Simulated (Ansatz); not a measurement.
What a trial cell of B₃MoP₄ relaxes into

The calculation used DFT PBE, scalar-relativistic, plane waves, PAW in Ansatz. Cutoff 420 eV, Gaussian smearing, Γ-centred meshes. Cell and atoms relax first on a coarse mesh and then on a finer one. In between, the cell is made exact in the group found at 0.06 Å. In metals the finer mesh still leaves noise of several meV/atom or more. The steps can't lower the symmetry of their start. No spin polarisation.

The guess for B₃MoP₄ was made by a generator: random cell by space group and Wyckoff sites (P-43m, No. 215). Its size is a rough estimate.

```
B Mo P
1.0
     5.05551    0.00000    0.00000
     0.00000    5.05551    0.00000
     0.00000    0.00000    5.05551
B Mo P
3 1 4
Direct
  0.50000 0.00000 0.00000
  0.00000 0.50000 0.00000
  0.00000 0.00000 0.50000
  0.50000 0.50000 0.50000
  0.29045 0.29045 0.29045
  0.70955 0.70955 0.29045
  0.70955 0.29045 0.70955
  0.29045 0.70955 0.70955
```

The zero of energy is the elements' standard structures at the same level; no fitted shifts are applied. The references include black phosphorus.

Q: Describe the relaxed structure.

A: The symmetry stays P-43m (No. 215). The volume per atom shrinks by 12.7 %, from 16.2 to 14.1 Å³. The shortest distance goes from 1.83 Å (Mo–P) to 2.04 Å (B–P). The energy falls by about 2.2 eV/atom (the start's value is from the coarse mesh). Conventional cell: a = 4.831 Å. B has 4 P at 2.04 Å; Mo has 4 P at 2.26 Å; around P lie 3 B at 2.04 Å and 1 Mo at 2.26 Å.

```cif
data_structure
_symmetry_space_group_name_H-M 'P 1'
_symmetry_Int_Tables_number 1
_cell_length_a 4.8309
_cell_length_b 4.8309
_cell_length_c 4.8309
_cell_angle_alpha 90.000
_cell_angle_beta 90.000
_cell_angle_gamma 90.000
_cell_volume 112.74
loop_
_atom_site_label
_atom_site_type_symbol
_atom_site_fract_x
_atom_site_fract_y
_atom_site_fract_z
_atom_site_occupancy
B1 B 0.50000 0.00000 0.00000 1
B2 B 0.00000 0.50000 0.00000 1
B3 B 0.00000 0.00000 0.50000 1
Mo1 Mo 0.50000 0.50000 0.50000 1
P1 P 0.23019 0.23019 0.23019 1
P2 P 0.76981 0.76981 0.23019 1
P3 P 0.76981 0.23019 0.76981 1
P4 P 0.23019 0.76981 0.76981 1
```

Q: How does it come out in energy, and is it a metal?

A:

| Quantity | Value |
| --- | --- |
| Formation energy | +0.11 eV/atom |
| Gap on the 8×8×8 mesh of the 8-atom cell | 0 eV (a metal) |

A positive value: parting into the elements would lower its energy.

The last run used Gaussian smearing of 0.10 eV. The cell is a metal run without spin; a magnetic state may lie lower. The reference form of P is held partly by dispersion forces, which this level lacks. A later test with randomly moved atoms came back to the same energy, though modes that don't fit the test's cell weren't probed.
